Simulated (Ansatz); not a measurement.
CoO in space group I-4m2 (No. 119; Co on 2a, O on 2d) under volume change, DFT-PBEsol in the program Ansatz with PAW potentials, shape and atoms relaxed at each volume.

| V (Å³/atom) | E − E(relaxed) (meV/atom) | P (GPa) |
|---|---|---|
| 9.923 | ___ | ___ |
| 10.239 | 4.7 | 4.88 |
| 10.556 | 0.0 | -0.02 |
| 10.873 | ___ | ___ |
| 11.189 | 16.5 | -7.89 |

### Question
Some entries are withheld; supply them.

### Answer

- 10.873, E − E(relaxed) (meV/atom): 4.4
- 10.873, P (GPa): -4.29
- 9.923, E − E(relaxed) (meV/atom): 19.6
- 9.923, P (GPa): 10.46

### Question
What does a third-order Birch–Murnaghan fit give for V₀, B₀ and B′?

### Answer
V₀ = 10.55 Å³/atom, B₀ = 151 GPa, B′ = 3.8.

The start of the workflow was typed in or built on a structure type; neither database checked (COD, Materials Project) lists it. It is not the phase usual at ambient conditions (space group No. 225). The cell was relaxed with PBEsol under the symmetry of its start, as lowered by the spin order; whether a distortion lowers the energy is not shown. The final state is antiferromagnetic, chosen from 5 collinear starts compared on coarse meshes (ties went to the first, and starts can fall back to one state), not a proven ground state. No Hubbard U is applied.

Potentials: the earlier of the program's two PAW sets. The files were generated under PBE; for other functionals the program regenerates the frozen cores, and for LDA and PBEsol the local potential too.
